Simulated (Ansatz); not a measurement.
An Ansatz input:

```yaml
crystal:
  lattice:
    - [-2.0095005163, 1.6540672841, 1.4808605847]
    - [1.6540672841, -2.0095005163, 1.4808605847]
    - [3.7549708579, 3.7549708579, -2.1318372004]
  atoms:
    - { symbol: Li, position: [0.9575235877, 0.0424764123, 1.0] }
    - { symbol: Li, position: [0.7924764123, 0.2075235877, 0.5] }
hamiltonian:
  xc: lda
  pseudopotentials:
    kind: paw_fr
    azcp:
      Li: "pseudopotentials/Li.paw.azcp"
basis:
  ecutwfc: 420
  fft_grid_basis: typed
kpoints:
  mp_grid: { grid: [14, 14, 7], shift: [0, 0, 0] }
magnetization:
  noncollinear: true
  spin_orbit: true
scf:
  occupations: { method: fermi_dirac, width: 0.1 }
```

Output

```
Warning: the record states the generating functional pbe (its physics header spells it `PBE`), which answers neither for hamiltonian.xc's functional nor for the lda family's — results may be inconsistent (PPs are generated against a specific XC)
Engine: ansatz 0.2.0, aarch64-unknown-linux-gnu
Pseudopotentials: kind: paw_fr
Pseudopotential: Li, paw_fr, valence charge 3, recommended cutoff 420 eV (normal) 
Functional definition: SPW92
  exchange = slater_x
  correlation = pw_c
non-collinear run that drives no moment, with spin-orbit: no starting moment large enough to seed its density (crystal.atoms[].spin), no starting occupations that ask for one, no magnetisation constraint and no magnetic field, so the semilocal B_xc is pinned to zero
Crystal: 2 atoms, lattice volume = 37.967 Å³
Basis set: ecut = 420 eV, 713 PW (Γ)
Bands: 14, of which v1, the nominal top of the filled ones, is band 6 counted from 1 (5 counted from 0)
Symmetry: 4 space group operations + 4 with time reversal
Magnetic group: BNS 15.86 (UNI 93), of the structure as read, at distance tolerance 3.4e-5 Å
k-points: 372 of 1372
Projection manifold: j_resolved (fully-relativistic pseudo-atomic orbitals)
Non-local potential: Li, projectors of the file, l = 0: 3, l = 1: 4, l = 2: 2
PAW form: soft (Blöchl's): semilocal exchange-correlation on the pseudo side does not see the compensation charge
PAW one-centre angular grid: Li, 110 points (default); XC on 64 Gauss nodes
Initial density: superposition of atomic densities (chi_scale 0.1, normalization cell)
Initial wavefunctions: pseudopotential atomic-orbital guess
Functional: x = slater, c = lda
SCF iter   1: F=—  HF=-403.312789 eV  |F-HF|=—  |Δ(HF+E_count)|=         —  Δρ=7.31e-3  dr2=1.35e-2  dr2_m=0.00e0 (ungated)  ethr=3.10e-3  |M|=0.00e0 ∫|m|=0.00e0 μB  |m|>n=0.0e0 m-floor=0.0e0 τ_xc=0.0e0  β_m=0.30  ⟨swp⟩=3.8  Hψ=11777  notcnv=0  defer=42
SCF iter   2: F=—  HF=-403.305195 eV  |F-HF|=—  |Δ(HF+E_count)|=   7.59e-3  Δρ=5.21e-3  dr2=7.72e-3  dr2_m=0.00e0 (ungated)  ethr=2.24e-4  |M|=0.00e0 ∫|m|=0.00e0 μB  |m|>n=0.0e0 m-floor=0.0e0 τ_xc=0.0e0  β_m=0.61  ⟨swp⟩=1.1  Hψ=4127  notcnv=0  defer=136
SCF iter   3: F=—  HF=-403.298662 eV  |F-HF|=—  |Δ(HF+E_count)|=   6.53e-3  Δρ=5.90e-4  dr2=1.74e-4  dr2_m=0.00e0 (ungated)  ethr=1.29e-4  |M|=0.00e0 ∫|m|=0.00e0 μB  |m|>n=0.0e0 m-floor=0.0e0 τ_xc=0.0e0  β_m=0.80  ⟨swp⟩=2.0  Hψ=4225  notcnv=0  defer=142
SCF iter   4: F=—  HF=-403.298647 eV  |F-HF|=—  |Δ(HF+E_count)|=   1.52e-5  Δρ=1.52e-5  dr2=2.90e-8  dr2_m=0.00e0 (ungated)  ethr=1.67e-9  |M|=0.00e0 ∫|m|=0.00e0 μB  |m|>n=0.0e0 m-floor=0.0e0 τ_xc=0.0e0  β_m=0.89  ⟨swp⟩=1.8  Hψ=7018  notcnv=0
SCF iter   5: F=-403.298647 eV  HF=-403.298647 eV  |F-HF|=6.83e-10  |Δ(HF+E_count)|=   4.21e-8  Δρ=1.75e-6  dr2=4.59e-10  dr2_m=0.00e0 (ungated)  ethr=4.84e-10  |M|=0.00e0 ∫|m|=0.00e0 μB  |m|>n=0.0e0 m-floor=0.0e0 τ_xc=0.0e0  ⟨swp⟩=1.0  Hψ=6353  notcnv=0
SCF 1 converged in 5 iterations: F = -403.298647 eV  dr2 = 4.59e-10
SCF converged after 5 iterations
Magnetization: |M| = 0.0000 μB,  M = (+0.0000, +0.0000, +0.0000) μB
Absolute magnetization: 0.0000 μB (∫|m|)
  site 0: m = (+0.0000, +0.0000, +0.0000) μB, |m| = 0.0000 μB  (R = 1.23 Å)
  site 1: m = (+0.0000, +0.0000, +0.0000) μB, |m| = 0.0000 μB  (R = 1.23 Å)
Free energy (F): -403.298647 eV
Harris-Foulkes:  -403.298647 eV  (|F-HF|=6.83e-10)
Internal energy: -403.267552 eV  (E = F + TS)
E sigma→0 (E₀):  -403.283099 eV
Entropy (-TS):   -0.031095 eV (-15.547 meV/atom)
Fermi energy:    1.103624 eV
--- Per-component energies (eV) ---
  E_band       = -177.975943
  E_kinetic    = 42.796352
  E_local      = -259.513296  (includes V_loc(G=0)·N_el)
  E_nonlocal   = -66.119694
  E_hartree    = 76.713862
  E_xc         = -19.887574
  E_vxc        = -25.916092  (∫ρ·V_xc dr)
  E_paw        = -36.947158  (= ΣΔE_a)
  E_vpaw       = -22.650796  (= ΣTr[D̂ρ^β])
  E_aug_tail   = 0.000007  (compensation charges beyond the density's cutoff)
  E_ewald      = -140.310051
  E_smearing   = -0.031095  (= −TS)
  E_closure    = 0.000000  (closes the sum)
  Σ components = -403.298647   (vs F -403.298647, Δ=0.00e0)
```
